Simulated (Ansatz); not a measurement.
Level of theory: Ansatz, DFT PBE, scalar-relativistic, plane waves, PAW. Cutoff 420 eV, Γ-centred 12×12×4 mesh (6-atom cell), Gaussian smearing of 0.10 eV, no spin polarisation.

The zero of energy is the elements' standard structures at the same level; no fitted shifts are applied.

Q: Find a candidate trigonal metal made of Be, Cd and Te, with a formation energy near −0.10 eV/atom and a density near 6.71 g/cm³, in a cell of 6 atoms. Its symmetry should be P-3m1 (No. 164).

A: BeCd₂Te₃, space group P-3m1 (No. 164). Be is surrounded by 6 Te at 2.76 Å; Cd is surrounded by 6 Te at 3.01–3.07 Å; around Te on a site of symmetry 3m lie 3 Be at 2.76 Å and 3 Cd at 3.07 Å; Te on a site of symmetry -3m is surrounded by 6 Cd at 3.01 Å.

```xyz
6
Lattice="4.1048 0.0000 0.0000 -2.0524 3.5549 0.0000 0.0000 0.0000 10.4573" Properties=species:S:1:pos:R:3 pbc="T T T"
Be    0.0000    0.0000    5.2287
Cd    0.0000    2.3699    8.5991
Cd    2.0524    1.1850    1.8582
Te    0.0000    2.3699    3.8053
Te    2.0524    1.1850    6.6520
Te    0.0000    0.0000    0.0000
```

| Property | Result |
| --- | --- |
| Volume per atom | 25.43 Å³ |
| Density | 6.71 g/cm³ |
| Energy over the elements | −0.10 eV/atom |
| Gap on the 12×12×4 mesh of the 6-atom cell | 0 eV (a metal) |

The cell was found from a structure generator's guess, not taken from experiment. Other answers may fit too; this one was computed.

These runs have no spin–orbit coupling, which can matter for Te. The reference form of Te is held partly by dispersion forces, which this level lacks. Symmetry constrained the relaxation, so the result can be a saddle point.
